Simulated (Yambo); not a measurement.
Rb2SiF6 (space group Fm-3m, No. 225), G0W0@PBEsol in Yambo with this input:

```
rim_cut
gw0
dyson
el_el_corr
HF_and_locXC
ppa
em1d
RandQpts= 1000000
RandGvec= 1 Ry
EXXRLvcs= 84 Ry
VXCRLvcs= 336 Ry
Chimod= "HARTREE"
% BndsRnXp
 1 | 215 |
%
NGsBlkXp= 7 Ry
% LongDrXp
 1.0 | 1.0 | 1.0 |
%
PPAPntXp= 27.2114 eV
% GbndRnge
 1 | 215 |
%
GTermKind= "BG"
DysSolver= "n"
ExtendOut
```

On a 2×2×2 mesh, with wavefunctions cut at 84 Ry, the gap (Γ → Γ) is 11.530 eV and the valence edge shifts by -2.808 eV.

Question: What happens with this change: 85 bands in G?

Answer: The gap rises by 0.044 eV, to 11.574 eV; the shift of the valence edge becomes -2.811 eV. Neither run is shown to be the converged limit.

Geometry of the Materials Project entry, not relaxed at this level; primitive cell a = b = c = 5.9067 Å, α = β = γ = 60.00°.

The structure is a Materials Project entry; no match was found in the copy of COD used, and its stability was not checked.

A shift is the quasiparticle energy of the state minus its PBEsol energy.
